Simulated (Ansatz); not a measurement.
SrTiO3 (cubic perovskite)

```yaml
crystal:
  lattice:
    - [3.89108, 0.00000, 0.00000]
    - [0.00000, 3.89108, 0.00000]
    - [0.00000, 0.00000, 3.89108]
  atoms:
    - { symbol: Sr, position: [0.00000, 0.00000, 0.00000] }
    - { symbol: Ti, position: [0.50000, 0.50000, 0.50000] }
    - { symbol: O, position: [0.00000, 0.50000, 0.50000] }
    - { symbol: O, position: [0.50000, 0.50000, 0.00000] }
    - { symbol: O, position: [0.50000, 0.00000, 0.50000] }
```

Equation-of-state scan: isotropic scaling of the cell above, V₀ being its volume. Symmetry pins the atoms to their sites.

The numbers are results of PBEsol (plane waves to 420 eV, PAW, scalar-relativistic; Ansatz, a program for electronic structure), not measurements. k mesh 9×9×9 (Γ-centred), Fermi-Dirac smearing 0.05 eV. Energies are smeared free energies. SrTiO3 is run without spin polarisation. SrTiO3 was relaxed with its symmetry unable to fall. The zero of ΔE is the relaxed starting cell.

### Question
Give the computed ΔE (eV/atom) at V/V₀ = 0.867, 0.947, 0.973, 1.053, 1.107.

### Answer
| V/V₀ | ΔE (eV/atom) |
|---|---|
| 0.867 | 0.1570 |
| 0.947 | 0.0214 |
| 0.973 | 0.0051 |
| 1.053 | 0.0177 |
| 1.107 | 0.0647 |

(A scan under strain: stresses follow from slopes of the energy per volume, elastic moduli from its curvatures.)
